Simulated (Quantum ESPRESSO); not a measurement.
# HfIn3O5N: one run as intended and one with a planted mistake

Simulated, not a measurement. The program is pw.x of Quantum ESPRESSO 7.5 (plane-wave density functional theory). The cell is made up: 10 atoms on a corundum lattice, with randomly drawn elements, strain and displacements, not relaxed. PseudoDojo standard norm-conserving files (v0.5 for PBE, v0.4.1 for LDA and PBEsol) set the functional; there is no spin polarisation, spin-orbit coupling or dispersion term, and the masses in the input are unused placeholders.

The hafnium pseudopotential is less sure than the others, with forces about 3 percent (worst 6) and pressure in oxides about 1.5 GPa (worst 2.7) from a second method in checks, which no rerun with the same files tests.

Intended input:

```
&control calculation='scf', pseudo_dir='./dojo.nc.sr.pbe.v0_5.standard.upf', outdir='./o', disk_io='low', tprnfor=.true., tstress=.true. /
&system ibrav=0, nat=10, ntyp=4, nbnd=49, ecutwfc=84.00895049, nosym=.true., tot_charge=0,
 occupations='smearing', smearing='fd', degauss=0.0018374661
/
&electrons conv_thr=7.350e-09, electron_maxstep=60, /
ATOMIC_SPECIES
Hf 1.0 Hf.upf
In 1.0 In.upf
N 1.0 N.upf
O 1.0 O.upf
CELL_PARAMETERS angstrom
2.7928 1.6323 4.9322
-2.8559 1.6045 4.9772
-0.0557 -3.3337 4.9864
ATOMIC_POSITIONS angstrom
Hf -0.0651 -0.0504 5.1976
In 0.0396 -0.0496 2.1858
In -0.035 -0.05 9.6542
In -0.0592 -0.0591 12.7784
O -1.1744 1.6175 8.67
O -0.9485 -1.8843 8.62
O 1.9219 0.0523 8.6563
N 1.0024 -1.7234 6.2089
O 0.829 1.7813 6.2317
O -2.0472 -0.2736 6.1423
K_POINTS automatic
5 5 5 1 1 1
```

The log is shortened where brackets say so; the opening notice, blank lines, dates and the lines on written files are dropped, and the path of the files is cut. It prints rydbergs, bohrs and kilobars, and counts compression as positive stress.

Log of the intended run:

```
     Program PWSCF v.7.5
     Parallel version (MPI & OpenMP), running on       4 processor cores
     Number of MPI processes:                 4
     Threads/MPI process:                     1
     [start-up lines left out]
     bravais-lattice index     =            0
     lattice parameter (alat)  =      11.1463  a.u.
     unit-cell volume          =     937.1761 (a.u.)^3
     number of atoms/cell      =           10
     number of atomic types    =            4
     number of electrons       =        86.00
     number of Kohn-Sham states=           49
     kinetic-energy cutoff     =      84.0090  Ry
     charge density cutoff     =     336.0358  Ry
     scf convergence threshold =      7.3E-09
     mixing beta               =       0.7000
     number of iterations used =            8  plain     mixing
     Exchange-correlation= PBE
                           (   1   4   3   4   0   0   0)
     [axes and pseudopotential details left out]
   Cartesian axes
     site n.     atom                  positions (alat units)
         1        Hf     tau(   1) = (  -0.0110370  -0.0085447   0.8811931  )
         2        In     tau(   2) = (   0.0067137  -0.0084091   0.3705772  )
         3        In     tau(   3) = (  -0.0059338  -0.0084769   1.6367581  )
         4        In     tau(   4) = (  -0.0100367  -0.0100197   2.1664302  )
         5        O      tau(   5) = (  -0.1991060   0.2742284   1.4698984  )
         6        O      tau(   6) = (  -0.1608072  -0.3194613   1.4614215  )
         7        O      tau(   7) = (   0.3258360   0.0088669   1.4675757  )
         8        N      tau(   8) = (   0.1699453  -0.2921826   1.0526473  )
         9        O      tau(   9) = (   0.1405474   0.3019988   1.0565128  )
        10        O      tau(  10) = (  -0.3470791  -0.0463857   1.0413560  )
     number of k points=    63  Fermi-Dirac smearing, width (Ry)=  0.0018
                       cart. coord. in units 2pi/alat
        k(    1) = (   0.0009427   0.0007559   0.1188050), wk =   0.0320000
        k(    2) = (   0.0027314  -0.2369725   0.1964678), wk =   0.0320000
     [further k points left out]
     Dense  grid:    97505 G-vectors     FFT dimensions: (  72,  72,  72)
     Estimated max dynamical RAM per process >     310.69 MB
     Estimated total dynamical RAM >       1.14 GB
     Initial potential from superposition of free atoms
     starting charge      85.9864, renormalised to      86.0000
     Starting wfcs are   61 randomized atomic wfcs
     total cpu time spent up to now is       17.9 secs
     per-process dynamical memory:   247.5 Mb
     Self-consistent Calculation
     iteration #  1     ecut=    84.01 Ry     beta= 0.70
     Davidson diagonalization with overlap
     ethr =  1.00E-02,  avg # of iterations =  2.0
     total cpu time spent up to now is       51.0 secs
     total energy              =    -696.25793139 Ry
     estimated scf accuracy    <       3.37168675 Ry
     iteration #  2     ecut=    84.01 Ry     beta= 0.70
     Davidson diagonalization with overlap
     ethr =  3.92E-03,  avg # of iterations =  4.0
     total cpu time spent up to now is       95.4 secs
     total energy              =    -695.23672046 Ry
     estimated scf accuracy    <      13.21149166 Ry
     [iterations 3 to 13 left out]
     iteration # 14     ecut=    84.01 Ry     beta= 0.70
     Davidson diagonalization with overlap
     ethr =  2.18E-10,  avg # of iterations =  2.0
     total cpu time spent up to now is      564.3 secs
     total energy              =    -697.99908122 Ry
     estimated scf accuracy    <       0.00000004 Ry
     iteration # 15     ecut=    84.01 Ry     beta= 0.70
     Davidson diagonalization with overlap
     ethr =  5.04E-11,  avg # of iterations =  3.1
     total cpu time spent up to now is      599.4 secs
     End of self-consistent calculation
     [lines on levels left out]
!    total energy              =    -697.99908122 Ry
     estimated scf accuracy    <          3.8E-09 Ry
     smearing contrib. (-TS)   =      -0.00000000 Ry
     internal energy E=F+TS    =    -697.99908122 Ry
     The total energy is F=E-TS. E is the sum of the following terms:
     one-electron contribution =    -164.80874520 Ry
     hartree contribution      =     145.68060598 Ry
     xc contribution           =    -196.79391020 Ry
     ewald contribution        =    -482.07703181 Ry
     convergence has been achieved in  15 iterations
     Forces acting on atoms (cartesian axes, Ry/au):
     atom    1 type  1   force =     0.04259213   -0.03330462    0.07293856
     atom    2 type  2   force =    -0.00041529    0.02727141   -0.07257216
     atom    3 type  2   force =    -0.05608789   -0.03042852   -0.00662457
     atom    4 type  2   force =    -0.05156727   -0.02794401   -0.04468598
     atom    5 type  4   force =    -0.03307051   -0.01500235    0.04204691
     atom    6 type  4   force =     0.04361102   -0.02855417    0.05917043
     atom    7 type  4   force =     0.00867860    0.07159907    0.03720387
     atom    8 type  3   force =    -0.00106802    0.07023157   -0.03946260
     atom    9 type  4   force =    -0.02914296   -0.06691957   -0.04183410
     atom   10 type  4   force =     0.07647020    0.03305118   -0.00618036
     Total force =     0.245447     Total SCF correction =     0.000102
     Computing stress (Cartesian axis) and pressure
          total   stress  (Ry/bohr**3)                   (kbar)     P=      -72.76
  -0.00063169  -0.00001303   0.00006554          -92.92       -1.92        9.64
  -0.00001303  -0.00065847   0.00012706           -1.92      -96.86       18.69
   0.00006554   0.00012706  -0.00019368            9.64       18.69      -28.49
     init_run     :     15.43s CPU     15.85s WALL (       1 calls)
     electrons    :    578.88s CPU    581.50s WALL (       1 calls)
     forces       :      3.71s CPU      3.75s WALL (       1 calls)
     stress       :     11.65s CPU     11.65s WALL (       1 calls)
     [timing details left out]
     PWSCF        :  10m11.85s CPU  10m15.13s WALL
     JOB DONE.
```

A second run has one planted mistake: the k-point mesh is too coarse. The input lines that differ, file-writing options aside:

```
- 5 5 5 1 1 1
+ 2 2 2 1 1 1
```

Its log:

```
     Program PWSCF v.7.5
     Parallel version (MPI & OpenMP), running on       4 processor cores
     Number of MPI processes:                 4
     Threads/MPI process:                     1
     [start-up lines left out]
     bravais-lattice index     =            0
     lattice parameter (alat)  =      11.1463  a.u.
     unit-cell volume          =     937.1761 (a.u.)^3
     number of atoms/cell      =           10
     number of atomic types    =            4
     number of electrons       =        86.00
     number of Kohn-Sham states=           49
     kinetic-energy cutoff     =      84.0090  Ry
     charge density cutoff     =     336.0358  Ry
     scf convergence threshold =      7.3E-09
     mixing beta               =       0.7000
     number of iterations used =            8  plain     mixing
     Exchange-correlation= PBE
                           (   1   4   3   4   0   0   0)
     [axes and pseudopotential details left out]
   Cartesian axes
     site n.     atom                  positions (alat units)
         1        Hf     tau(   1) = (  -0.0110370  -0.0085447   0.8811931  )
         2        In     tau(   2) = (   0.0067137  -0.0084091   0.3705772  )
         3        In     tau(   3) = (  -0.0059338  -0.0084769   1.6367581  )
         4        In     tau(   4) = (  -0.0100367  -0.0100197   2.1664302  )
         5        O      tau(   5) = (  -0.1991060   0.2742284   1.4698984  )
         6        O      tau(   6) = (  -0.1608072  -0.3194613   1.4614215  )
         7        O      tau(   7) = (   0.3258360   0.0088669   1.4675757  )
         8        N      tau(   8) = (   0.1699453  -0.2921826   1.0526473  )
         9        O      tau(   9) = (   0.1405474   0.3019988   1.0565128  )
        10        O      tau(  10) = (  -0.3470791  -0.0463857   1.0413560  )
     number of k points=     4  Fermi-Dirac smearing, width (Ry)=  0.0018
                       cart. coord. in units 2pi/alat
        k(    1) = (   0.0023568   0.0018898   0.2970125), wk =   0.5000000
        k(    2) = (  -0.0021149   0.5962107   0.1028554), wk =   0.5000000
     [further k points left out]
     Dense  grid:    97505 G-vectors     FFT dimensions: (  72,  72,  72)
     Estimated max dynamical RAM per process >     164.91 MB
     Estimated total dynamical RAM >     588.21 MB
     Initial potential from superposition of free atoms
     starting charge      85.9864, renormalised to      86.0000
     Starting wfcs are   61 randomized atomic wfcs
     total cpu time spent up to now is        4.1 secs
     per-process dynamical memory:    92.0 Mb
     Self-consistent Calculation
     iteration #  1     ecut=    84.01 Ry     beta= 0.70
     Davidson diagonalization with overlap
     ethr =  1.00E-02,  avg # of iterations =  2.0
     total cpu time spent up to now is        6.3 secs
     total energy              =    -696.25966929 Ry
     estimated scf accuracy    <       3.37003869 Ry
     iteration #  2     ecut=    84.01 Ry     beta= 0.70
     Davidson diagonalization with overlap
     ethr =  3.92E-03,  avg # of iterations =  4.0
     total cpu time spent up to now is        9.2 secs
     total energy              =    -695.14313771 Ry
     estimated scf accuracy    <      13.63201305 Ry
     [iterations 3 to 13 left out]
     iteration # 14     ecut=    84.01 Ry     beta= 0.70
     Davidson diagonalization with overlap
     ethr =  1.33E-10,  avg # of iterations =  2.0
     total cpu time spent up to now is       42.5 secs
     total energy              =    -697.99959170 Ry
     estimated scf accuracy    <       0.00000003 Ry
     iteration # 15     ecut=    84.01 Ry     beta= 0.70
     Davidson diagonalization with overlap
     ethr =  4.06E-11,  avg # of iterations =  3.2
     total cpu time spent up to now is       44.7 secs
     End of self-consistent calculation
     [lines on levels left out]
!    total energy              =    -697.99959170 Ry
     estimated scf accuracy    <          1.5E-09 Ry
     smearing contrib. (-TS)   =      -0.00000000 Ry
     internal energy E=F+TS    =    -697.99959170 Ry
     The total energy is F=E-TS. E is the sum of the following terms:
     one-electron contribution =    -164.82050279 Ry
     hartree contribution      =     145.69311127 Ry
     xc contribution           =    -196.79516838 Ry
     ewald contribution        =    -482.07703181 Ry
     convergence has been achieved in  15 iterations
     Forces acting on atoms (cartesian axes, Ry/au):
     atom    1 type  1   force =     0.04094357   -0.03230522    0.07266546
     atom    2 type  2   force =    -0.00075557    0.02711089   -0.07285575
     atom    3 type  2   force =    -0.05555570   -0.03052537   -0.00644019
     atom    4 type  2   force =    -0.05080939   -0.02808095   -0.04447451
     atom    5 type  4   force =    -0.03401736   -0.01583500    0.04157965
     atom    6 type  4   force =     0.04469459   -0.02856431    0.05866164
     atom    7 type  4   force =     0.00830929    0.07210475    0.03728802
     atom    8 type  3   force =    -0.00046215    0.06932501   -0.03875844
     atom    9 type  4   force =    -0.02847388   -0.06626064   -0.04162662
     atom   10 type  4   force =     0.07612661    0.03303084   -0.00603926
     Total force =     0.244268     Total SCF correction =     0.000077
     Computing stress (Cartesian axis) and pressure
          total   stress  (Ry/bohr**3)                   (kbar)     P=      -72.08
  -0.00062089  -0.00001309   0.00006610          -91.34       -1.93        9.72
  -0.00001309  -0.00064471   0.00012546           -1.93      -94.84       18.46
   0.00006610   0.00012546  -0.00020427            9.72       18.46      -30.05
     init_run     :      3.83s CPU      3.93s WALL (       1 calls)
     electrons    :     40.53s CPU     40.78s WALL (       1 calls)
     forces       :      0.54s CPU      0.57s WALL (       1 calls)
     stress       :      1.48s CPU      1.48s WALL (       1 calls)
     [timing details left out]
     PWSCF        :     46.53s CPU     46.94s WALL
     JOB DONE.
```

|  | intended run | run with the mistake |
| --- | --- | --- |
| free energy (eV) | -9496.761 | -9496.768 |
| smearing term -TS (eV) | 0.0000 | 0.0000 |
| pressure (GPa) | -7.28 | -7.21 |
| largest force component (eV/Å) | 1.966 | 1.957 |
| largest change of a force component (eV/Å) |  | 0.042 |
| iterations | 15 | 15 |

For scale, a rerun of the intended cell at 1437 eV and a 7 x 7 x 7 mesh moved values by no more than 0.003 eV in energy, 0.03 GPa in stress and 0.002 eV/Å in force.